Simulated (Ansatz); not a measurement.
## Bi₂S₃: ²⁰⁹Bi nuclear quadrupole resonance

Cell: an entry of the Crystallography Open Database (COD; perhaps a calculated or model structure), its atoms then relaxed with PBE in this cell.

Space group Pnma (No. 62); a = 11.3050, b = 3.9810, c = 11.1470 Å.

| site | Wyckoff | site symmetry | x | y | z |
| --- | --- | --- | --- | --- | --- |
| Bi1 | 4c | .m. | 0.5124 | 0.2500 | 0.1753 |
| Bi5 | 4c | .m. | 0.6626 | 0.7500 | 0.4684 |
| S9 | 4c | .m. | 0.6225 | 0.7500 | 0.0560 |
| S13 | 4c | .m. | 0.7163 | 0.2500 | 0.3071 |
| S17 | 4c | .m. | 0.4504 | 0.7500 | 0.3706 |

One atom of each set is listed.

Method: Kohn–Sham DFT in Ansatz, PBE, plane waves and PAW, scalar-relativistic, 420 eV cutoff, Γ-centred 3×7×3 k-points, Fermi–Dirac smearing 0.02 eV.

²⁰⁹Bi: I = 9/2, Q = -516.0 mb (year-2017 value). Static lattice, zero field.

(1) Predict the zero-field ²⁰⁹Bi lines of each site.

Answers

(1) For I = 9/2 and η = 0 the lines are |C_Q|/24 times 1, 2, 3 and 4; η shifts the lowest up most. At large η the states mix, and weaker lines appear at sums of the main ones; lines under 5 % of the strongest are left out.

```json
{"site": "Bi1", "atoms": "4", "V_zz (10²¹ V/m²)": "-7.07", "C_Q (MHz)": "88.2", "η": "1.00", "line frequencies (MHz)": "9.12, 9.16, 13.4, 13.4, 18.3"}
{"site": "Bi5", "atoms": "4", "V_zz (10²¹ V/m²)": "-18.42", "C_Q (MHz)": "230", "η": "0.09", "line frequencies (MHz)": "10.3, 19.0, 28.7, 38.3"}
```

Spin–orbit coupling is left out, which shifts gradients on Bi by a few per cent, and by more where contributions nearly cancel. Newer work puts Q(²⁰⁹Bi) near −420 mb, which would lower these couplings by about a fifth.

The relaxation (5 steps) took 2.8 min of wall time (5.5 min of CPU time) and 1.4 GiB at its peak, on 2 threads of Arm Neoverse V2 (aarch64; 8 cores open to the job, memory cap 5.0 GiB, no GPU), a shared host with a load of 0.5 a core.
